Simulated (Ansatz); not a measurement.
Relaxed-ion elastic tensor of BN in space group P6_3/mmc (No. 194; B on 2c, N on 2d) in GPa (Voigt order), DFT-LDA in the program Ansatz with PAW potentials; density 2.37 g/cm³, 8.71 Å³ per atom.

```
 918   220   2.5   0.0   0.0   0.0
 220   918   2.5   0.0   0.0   0.0
 2.5   2.5  27.8   0.0   0.0   0.0
 0.0   0.0   0.0   5.4   0.0   0.0
 0.0   0.0   0.0   0.0   5.4   0.0
 0.0   0.0   0.0   0.0   0.0   349
```

Problem. Is the crystal mechanically stable?

Solution. Yes: the smallest eigenvalue of C is 5.4 GPa.

Problem. Work out the Voigt and Reuss bounds. Is their mean of use?

Solution. K_V = 257, K_R = 26.7; G_V = 181, G_R = 11.7 GPa. The bounds lie so far apart that a Hill average or a Debye temperature from it would say little.

The LDA relaxation kept the symmetry of its start; phonons on a q-mesh show no instability. A crystal of weakly bound layers computed without a dispersion correction: the cell and the soft elastic constants depend strongly on that.

Potentials: the later of the program's two PAW sets.
